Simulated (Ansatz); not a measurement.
ZrIr:
```
CELL_PARAMETERS angstrom
      3.26838     0.00000     0.00000
      0.00000     3.26838     0.00000
      0.00000     0.00000     3.26838
ATOMIC_POSITIONS crystal
  Zr 0.50000 0.50000 0.50000
  Ir 0.00000 0.00000 0.00000
```

Relaxed with PBEsol.

### Question
Map the electron localisation function on the plane through (0.500, 0.500, 0.500) spanned by u = [1, 0, 0] and v = [0, 1, 1] in lattice vectors, from the program Ansatz at the PBEsol level (PAW).

### Answer
x is the fraction of u, y of v (the angle between them is 90°; rows are the nearest grid lines); atoms in the plane: Zr at (0.00, 0.00), Ir at (0.50, 0.50).
```
|02898201110289820|
|24997201210279942|
|89995112221159998|
|99973113331137999|
|87631134443113678|
|33212344444321233|
|11123443334432111|
|22334444444443322|
|33433467776433433|
|44334678887643344|
|43334787678743334|
|33335775357753333|
|33335775357753333|
|43334787678743334|
|44334678887643344|
|33433467776433433|
|22334444444443322|
|11123443334432111|
|33212344444321233|
|87631134443113678|
|99973113331137999|
|89995112221159998|
|24997201210279942|
|02898201110289820|
```
Scale: ten equal steps from 0.032 (start of '0') to 0.810 (end of '9'), in the order '0123456789'; x runs from 0.000 to 1.00, y from 0.000 (bottom) to 1.00 (top).

The density is the valence pseudo-density with augmentation charge, so density and ELF within about 1 Å of a nucleus are not all-electron values.

Space group Pm-3m (CsCl type). The workflow started from an entry of the Crystallography Open Database (COD). Its standing as an ambient phase is unchecked. Symmetry was held in the PBEsol relaxation. At this level the phase is mechanically unstable. The run is not spin-polarised. Scalar-relativistic: spin–orbit coupling is off unless named, which matters more the heavier the elements.

Potentials: the later of the program's two PAW sets.
